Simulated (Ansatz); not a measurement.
BePt:
```yaml
crystal:
  lattice:
    - [2.79647, 0.00000, 0.00000]
    - [0.00000, 2.79647, 0.00000]
    - [0.00000, 0.00000, 2.95529]
  atoms:
    - { symbol: Be, position: [0.50000, 0.50000, 0.50000] }
    - { symbol: Pt, position: [0.00000, 0.00000, 0.00000] }
```

Relaxed with PBE. Special points in fractions of this cell's reciprocal vectors: Γ (0.000, 0.000, 0.000); X (0.000, 0.500, 0.000); M (0.500, 0.500, 0.000); Z (0.000, 0.000, 0.500); R (0.000, 0.500, 0.500); A (0.500, 0.500, 0.500).

### Question
List the band energies nearest the Fermi level at these points for the program Ansatz at the PBE level (PAW).

### Answer
In eV from the Fermi level; about four levels below and three above (degenerate sets whole), none deeper than 8.9 eV; points with the same levels are listed once.

```tsv
k	below	above
Γ	-6.10 -2.11 -2.11 -1.82	3.64 5.21 5.21
X	-5.03 -4.52 -3.90 -1.88	0.56 9.94 10.13
M	-3.70 -3.70 -2.15 -2.15 -0.38	4.51 7.14 7.33
Z	-3.77 -3.77 -1.68 -0.51	10.41 10.41 10.58
R	-3.07 -2.58 -2.38 -0.81	3.62 6.71 8.38
A	-6.90 -6.90 -0.75 -0.31	3.87 4.79 4.79 4.80
```

Space group P4/mmm (L1₀ or tetragonal B2). The cell is a constructed one: a structure type filled with these elements; neither database checked (COD, Materials Project) lists it. Whether it is the stable phase at ambient conditions was not checked. The PBE relaxation kept the symmetry of its start; its stability against distortions is not shown here. The run is not spin-polarised. Spin–orbit coupling is left out wherever it is not named.

Potentials: the earlier of the program's two PAW sets.
